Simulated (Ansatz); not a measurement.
One crystal and one scan (energy against volume) at two levels, r2SCAN (plane waves to 500 eV, PAW, scalar-relativistic; Ansatz, an electronic-structure program) and PBEsol (plane waves to 420 eV, PAW, scalar-relativistic; Ansatz), each from its own relaxed cell and on its own mesh. The cell shown is that of r2SCAN.

ZrO2 (tetragonal-ZrO2 type, space group P4_2/nmc)

```
ZrO2
1.0
    3.60134     0.00000     0.00000
    0.00000     3.60134     0.00000
    0.00000     0.00000     5.22804
Zr O
2 4
Direct
  0.00000   0.00000   0.00000
  0.50000   0.50000   0.50000
  0.00000   0.50000   0.19679
  0.00000   0.50000   0.69679
  0.50000   0.00000   0.30321
  0.50000   0.00000   0.80321
```

E(V) scan at fixed shape, V₀ the volume above. The atoms relax within the cell's symmetry.

E stands for the smeared free energy. This is a high-temperature form of ZrO2. ZrO2 is run without spin polarisation. ZrO2 was relaxed with its symmetry unable to fall. With the shape held, the modulus is that of even scaling; a crystal free to change shape is softer. Percentages come from the unrounded values.

Results of r2SCAN:

- Lattice constant a (Å): 3.601
- Lattice constant c (Å): 5.228
- Relaxed volume (Å³/atom): 11.30
- Bulk modulus at fixed cell shape B₀ (third-order Birch-Murnaghan fit) (GPa): 194.5
- Pressure derivative B₀′ (fit): 4.7

### Question
What does PBEsol give for the same quantities?

### Answer
| quantity | PBEsol | r2SCAN − PBEsol |
|---|---|---|
| Lattice constant a (Å) | 3.584 | +0.017 (+0.5 %) |
| Lattice constant c (Å) | 5.177 | +0.051 (+1.0 %) |
| Relaxed volume (Å³/atom) | 11.09 | +0.21 (+1.9 %) |
| Bulk modulus at fixed cell shape B₀ (third-order Birch-Murnaghan fit) (GPa) | 194.9 | -0.4 (-0.2 %) |
| Pressure derivative B₀′ (fit) | 4.9 | -0.2 (-3 %) |

r2SCAN gives the higher value for: lattice constant a; lattice constant c; relaxed volume. They agree on: bulk modulus at fixed cell shape B₀ (within 1.5 %). Neither level is exact: the differences show how much the result hangs on the functional.

(Under strain, the slope of the energy per volume gives the stress and its curvature an elastic modulus.)
